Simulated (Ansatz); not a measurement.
Phonons of TaN (rock salt) at Γ, L = (0.5, 0.0, 0.0), X = (0.5, 0.5, 0.0).

TaN (rock salt)

```
TaN
1.0
    0.00000     2.20852     2.20852
    2.20852     0.00000     2.20852
    2.20852     2.20852     0.00000
N Ta
1 1
Cartesian
  0.00000   0.00000   0.00000
  2.20852   2.20852   2.20852
```

The numbers are results of PBE (plane waves to 420 eV, PAW, scalar-relativistic; Ansatz, an electronic-structure program), not measurements. Harmonic phonons by density-functional perturbation theory on a 18×18×18 k mesh, in cm⁻¹ and rounded to 5; i marks imaginary ones, q is in fractions of the reciprocal vectors of the cell shown, and the three acoustic modes at Γ are left out. Spin-orbit coupling is left out, though Ta is heavy. TaN is run without spin polarisation. TaN was relaxed with its symmetry unable to fall. This is a high-temperature form of TaN.

```
q                               wavenumbers (cm⁻¹)
-------------------  -----------------------------
Γ                                         385 (×3)
L = (0.5, 0.0, 0.0)    95 (×2), 125, 495, 570 (×2)
X = (0.5, 0.5, 0.0)  270i, 85i (×2), 415, 430 (×2)
```

The structure is unstable at this level: the lowest mode is 270i cm⁻¹ at X = (0.5, 0.5, 0.0).

Highest mode: 570 cm⁻¹ at L = (0.5, 0.0, 0.0).
